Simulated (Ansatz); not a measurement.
# What is wrong with this input? (In3Se)

Someone meant to compute In3Se with PBE, plane waves and PAW in Ansatz and wrote this input.

```yaml
crystal:
  lattice:
    - [4.803758, 0.0, 0.0]
    - [0.0, 4.803758, 0.0]
    - [0.0, 0.0, 4.803758]
  atoms:
    - { symbol: In, position: [0.0, 0.5, 0.5] }
    - { symbol: In, position: [0.5, 0.0, 0.5] }
    - { symbol: In, position: [0.5, 0.5, 0.0] }
    - { symbol: Se, position: [0.0, 0.0, 0.0] }
basis:
  ecutwfc: 420
kpoints:
  mp_grid: { grid: [10, 10, 10] }
hamiltonian:
  xc: pbe
scf:
  occupations: { method: gaussian, width: 0.1 }
  max_iter: 12
  convergence: { dr2_threshold: "1e-19 eV" }
output:
  forces: true
  stress: true
  eigenvalues: true
```

Command:

```bash
ansatz run input.yaml --threads 1 --pin off --max-ram 2560MiB --backend cpu --events-out ev --progress --plain --runs-dir out
```

Output, shortened (HF is the Harris–Foulkes energy, dr2 the density residual in eV):

```text
Pseudopotential: In, paw, valence charge 13, recommended cutoff 420 eV (normal)
Pseudopotential: Se, paw, valence charge 16, recommended cutoff 420 eV (normal)
Crystal: 4 atoms, lattice volume = 110.852 Å³
Basis set: ecut = 420 eV, 2109 PW (Γ), exchange–correlation on 72×72×72 points (8 copies of the dense FFT grid, shifted against one another)
Bands: 33, of which v1, the nominal top of the filled ones, is band 28 counted from 1 (27 counted from 0)
Symmetry: 48 space group operations
Space group: Pm-3m (ITA 221), of the structure as read, at distance tolerance 4.8e-5 Å
k-points: 56 of 1000
Initial density: superposition of atomic densities, corrected by the library's trained network
SCF iter   1: HF=-22263.119661 eV  Δρ=1.61e-3  dr2=8.67e-3
SCF iter   2: HF=-22263.115564 eV  Δρ=8.91e-4  dr2=3.33e-3
SCF iter   3: HF=-22263.114953 eV  Δρ=4.99e-4  dr2=6.71e-4
SCF iter   4: HF=-22263.114787 eV  Δρ=2.25e-4  dr2=1.16e-4
   ...
SCF iter  10: HF=-22263.114769 eV  Δρ=9.89e-8  dr2=1.02e-11
SCF iter  11: HF=-22263.114769 eV  Δρ=1.79e-8  dr2=2.46e-13
SCF iter  12: HF=-22263.114769 eV  Δρ=3.49e-9  dr2=1.05e-14
Error: did not converge after 12 iterations: dr2 = 1.05e-14 (threshold 1.00e-19), under the density mixer `msr1`, which `scf.mixing.algorithm: auto` chose by the deck's other keys (type `scf.mixing.algorithm: msr1` to keep it); raise `scf.max_iter`, which need not help a stalled SCF …
```

Question: What is the cause?
A. An SCF threshold too tight for the iterations allowed
B. No empty bands beside a smearing
C. A relaxation cut at too few steps
D. Plain mixing at a large step in a long cell
E. A cutoff meant in rydberg typed as eV

Answer: A. The residual can't fall so far within the iterations allowed. The cure is the default threshold.

Mended input, as a difference:

```diff
 scf:
-  max_iter: 12
-  convergence: { dr2_threshold: "1e-19 eV" }
```

The mended run converges, with no gap, a pressure of -0.32 GPa.

The mended run took 38 s on 1 thread of Intel(R) Xeon(R) Processor @ 2.50GHz (Skylake/Cascade Lake), with other jobs on the host, peak memory 0.46 GiB.